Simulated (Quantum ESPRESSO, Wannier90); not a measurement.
# Wannierisation of HgBr (I4/mmm)

```
HgBr
1.0
    4.74308     0.00000     0.00000
    0.00000     4.74308     0.00000
   -2.37154    -2.37154     5.64318
Hg Br
2 2
Direct
  0.88496   0.88496   0.76992
  0.11504   0.11504   0.23008
  0.65650   0.65650   0.31300
  0.34350   0.34350   0.68700
```

Cell from Materials Project (mp-23177), symmetrised, no further relaxation. COD (Crystallography Open Database) has an entry of this formula and space group (matched by these alone). Method: PBEsol plane waves in Quantum ESPRESSO 7.5 (PseudoDojo norm-conserving files, 53 Ry, no spin polarisation, no spin-orbit coupling), Bloch states on a 4×4×4 mesh through Γ, Wannier90 4.0.1. Density: 8×8×8 mesh, cold smearing 0.01 Ry. Spin-orbit coupling is left out although heavy elements are present.

Functional, cutoff and mesh named above are those of the base row (53); the first column says what each row takes instead. Model: 9 functions from bands 9-10,21-27, start SCDM (isolated) (the valence bands). Energies are relative to the valence-band maximum; the misfit is to pw.x on a path, for all bands of the set. Only the plane-wave cutoff changes (density cutoff four times as high). Ω_total can sit in another minimum from row to row; Ω_I of an isolated set cannot.

| ecutwfc (Ry) | Ω_I (Å²) | Ω_total (Å²) | rms misfit (meV) | gap (eV) | ΔE to highest cutoff (meV/atom) | plane waves a k-point, about (cost) |
|---|---|---|---|---|---|---|
| 27 | 19.35 | 20.87 | 9.2 | 2.031 | 7193.6 | 2000 |
| 33 | 19.26 | 20.79 | 8.4 | 2.043 | 2219.3 | 2700 |
| 40 | 19.24 | 20.78 | 8.4 | 2.013 | 515.5 | 3700 |
| 53 | 19.34 | 20.88 | 8.4 | 1.996 | 19.9 | 5600 |
| 66 | 19.35 | 20.89 | 8.5 | 1.995 | 0.4 | 7800 |
| 83 | 19.36 | 20.89 | 8.2 | 1.995 | 0.0 | 11000 |
